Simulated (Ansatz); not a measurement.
Zn3Cd2Se5 (I-4m2) at 2 levels of theory

One geometry, relaxed with PBE; plane waves with PAW potentials in Ansatz, scalar-relativistic. No spin polarisation. Gaps are the least over mesh and band path; pressure is positive in compression.

```cif
data_structure
_symmetry_space_group_name_H-M 'I-4m2'
_symmetry_Int_Tables_number 119
_cell_length_a 4.1680
_cell_length_b 4.1680
_cell_length_c 29.8103
_cell_angle_alpha 90.000
_cell_angle_beta 90.000
_cell_angle_gamma 90.000
_cell_volume 517.87
loop_
_atom_site_label
_atom_site_type_symbol
_atom_site_symmetry_multiplicity
_atom_site_Wyckoff_symbol
_atom_site_fract_x
_atom_site_fract_y
_atom_site_fract_z
_atom_site_occupancy
Zn1 Zn 4 e 0.00000 0.00000 0.20347 1
Zn2 Zn 2 a 0.00000 0.00000 0.00000 1
Cd1 Cd 4 e 0.50000 0.50000 0.10177 1
Se1 Se 2 d 0.50000 0.00000 0.25000 1
Se2 Se 4 f 0.00000 0.50000 0.34269 1
Se3 Se 4 f 0.50000 0.00000 0.45379 1
```

```tsv
level	cutoff (eV)	k mesh	gap (eV)	pressure (GPa)
PBE	420	10×10×10	0.77	0.0
```

What comes out on the same cell with PBEsol?

| level | cutoff (eV) | k mesh | gap (eV) | pressure (GPa) |
| --- | --- | --- | --- | --- |
| PBEsol | 420 | 10×10×10 | 0.65 | -2.8 |

The cell was found from a structure generator's guess, not taken from experiment.
